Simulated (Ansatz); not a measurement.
## Rb2Ba8LiSb6O2: do the settings matter for the field gradients?

Cell: a computed structure from the Materials Project (it need not be an observed phase), taken as it stands.

```xyz
19
Lattice="9.2530 0.0000 0.0000 -0.6286 9.2646 0.0000 -4.3707 -4.5539 8.2276" Properties=species:S:1:pos:R:3 pbc="T T T"
Rb    8.5930    9.1997    0.0154
Rb    4.3705    4.6747    0.0285
Ba    3.1795   -1.3005    5.8546
Ba   -3.4058    1.5596    5.8546
Ba    7.6818    2.8892    2.4025
Ba    1.0260    3.3930    5.6111
Ba    1.2893    6.0332    2.4085
Ba   -1.3700   -3.0265    5.9021
Ba    3.0442    1.4965    2.5301
Ba    5.9415   -1.2154    2.6225
Li   -1.6780    5.8067    2.8870
Sb    1.2403   -3.4721    8.1977
Sb    0.9812    3.4173    0.0566
Sb   -1.3813    3.6603    8.2054
Sb    7.7307    5.7661    0.1317
Sb   -0.0845   -0.0406    4.0930
Sb    4.3806    4.7460    4.0775
O    -0.4805    4.7828    3.9388
O     4.5012    0.1409    4.1914
```

Sites (sets of like atoms) are named by element and the number of their first atom in this list.

Reference run. Level of theory: DFT, PBE, plane waves and PAW, scalar-relativistic, 420 eV cutoff, Γ-centred 4×4×4 k-points, Fermi–Dirac smearing 0.05 eV (Ansatz 0.2.0).

Question: The input is changed as follows: `accuracy`: not typed → high; `kpoints.mp_grid.grid`: [4, 4, 4] → [2, 2, 2]. What happens to V_zz (10²¹ V/m²) and η?

Answer: 

| site | atom | V_zz reference | η reference | V_zz changed | η changed |
| --- | --- | --- | --- | --- | --- |
| Rb1 | 1 | -3.69 | 0.90 | -3.73 | 0.95 |
| Rb2 | 2 | -3.83 | 0.74 | -3.87 | 0.79 |
| Ba6 | 6 | -6.01 | 0.24 | -6.06 | 0.23 |
| Ba8 | 8 | -3.42 | 0.78 | -3.37 | 0.74 |
| Ba9 | 9 | -11.76 | 0.39 | -11.79 | 0.39 |
| Ba10 | 10 | -6.31 | 0.52 | -6.40 | 0.51 |
| Sb12 | 12 | 45.7 | 0.12 | 45.7 | 0.12 |
| Sb13 | 13 | 27.1 | 0.16 | 27.5 | 0.16 |
| Sb14 | 14 | 46.0 | 0.12 | 46.0 | 0.12 |
| Sb15 | 15 | 30.2 | 0.25 | 30.6 | 0.25 |
| Sb16 | 16 | 7.48 | 0.73 | 7.52 | 0.74 |
| Sb17 | 17 | 7.76 | 0.75 | 7.83 | 0.76 |

The largest change of V_zz is on Sb15, from 30.2 to 30.6. In per cent, |V_zz| changes by +1 on Rb, -1 to +2 on Ba, 0 to +1 on Sb (all sites that start above 2). The table leaves out 7 of the 19 sites, with |V_zz| up to 9.39; their tensors move by 0.08 at most along any direction. The statements above cover all sites. SCF iterations: 11 and 16. In the changed run the k-mesh is coarser than the standard one, so its values aren't converged ones.

On the reference run: With no gap above 0.1 eV, as in a metal, the gradients converge slowly in k; expect changes of a tenth or more on a denser mesh. Without spin–orbit coupling (the program notes it for Ba, Rb and Sb) the gradients can shift somewhat, as the gap is small. With these PAW files V_zz is typically within 2 to 3 % of all-electron values, but misses above 10 % occur on Li, Sb.
